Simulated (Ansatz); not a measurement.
Si₂Ni₆B:
```
CELL_PARAMETERS angstrom
      6.05959     0.00000     0.00000
     -3.02979     5.24776     0.00000
      0.00000     0.00000     2.83128
ATOMIC_POSITIONS crystal
  Si 0.33333 0.66667 0.00000
  Si 0.66667 0.33333 0.00000
  Ni 0.75492 0.75492 0.00000
  Ni 0.00000 0.24508 0.00000
  Ni 0.24508 0.00000 0.00000
  Ni 0.38909 0.38909 0.50000
  Ni 0.00000 0.61091 0.50000
  Ni 0.61091 0.00000 0.50000
  B  0.00000 0.00000 0.50000
```

Relaxed with r²SCAN. Special points in fractions of this cell's reciprocal vectors: Γ (0.000, 0.000, 0.000); M (0.500, 0.000, 0.000); K (0.333, 0.333, 0.000); A (0.000, 0.000, 0.500); L (0.500, 0.000, 0.500); H (0.333, 0.333, 0.500).

### Question
List the band energies nearest the Fermi level at these points for r²SCAN in the plane-wave PAW code Ansatz.

### Answer
In eV from the Fermi level; about four levels below and three above (degenerate sets whole), none deeper than 8.9 eV; points with the same levels are listed once.

```json
[
 {"k": "Γ", "below": "-0.78 -0.76 -0.67 -0.67", "above": "3.80 4.01 4.01"},
 {"k": "M", "below": "-0.82 -0.68 -0.64 -0.49", "above": "0.51 1.40 1.86"},
 {"k": "K", "below": "-0.97 -0.81 -0.62 -0.62", "above": "1.11 1.77 1.77"},
 {"k": "A", "below": "-0.48 -0.48 -0.04 -0.04", "above": "0.55 0.94 1.70"},
 {"k": "L", "below": "-0.67 -0.64 -0.62 -0.42", "above": "1.56 1.67 2.73"},
 {"k": "H", "below": "-0.74 -0.74 -0.68 -0.54 -0.54", "above": "1.73 2.33 2.33"}
]
```

Space group P-62m. The workflow started from a Materials Project entry (that database holds measured and hypothetical structures alike); the Crystallography Open Database files this formula in space group No. 189, but the cells were not matched. Its standing as an ambient phase is unchecked. The r²SCAN relaxation kept the symmetry of its start; its stability against distortions is not shown here. No spin polarisation was allowed.

Potentials: the later of the program's two PAW sets.
